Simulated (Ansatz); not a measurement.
Data:

WC:
```
CELL_PARAMETERS angstrom
     -1.44182     1.44182     5.05990
      1.44182    -1.44182     5.05990
      1.44182     1.44182    -5.05990
ATOMIC_POSITIONS crystal
  W  0.99929 0.99929 0.00000
  W  0.74929 0.24929 0.50000
  C  0.41671 0.41671 0.00000
  C  0.16671 0.66671 0.50000
```

This is the PBE-relaxed structure.

Q: All from PBE (plane waves, PAW; program Ansatz), unless another level is named. Estimate the electronic character.

A: no gap, with almost no states at the Fermi level (zero-gap or semimetallic).

Q: Next, the formation energy from the elements (no fitted shifts)?

A: -0.14 eV/atom.

Space group I4_1md. A made-up cell: these elements were put on the sites of a structure type; neither database checked (COD, Materials Project) lists it. It is not the phase usual at ambient conditions (space group No. 187). The cell was relaxed with PBE under the symmetry of its start; its stability against distortions is not shown here. No spin polarisation was allowed. The references are the lowest solids computed at this level, not always the standard phases. Scalar-relativistic: spin–orbit coupling is off unless named, which matters more the heavier the elements.

Potentials: the later of the program's two PAW sets.
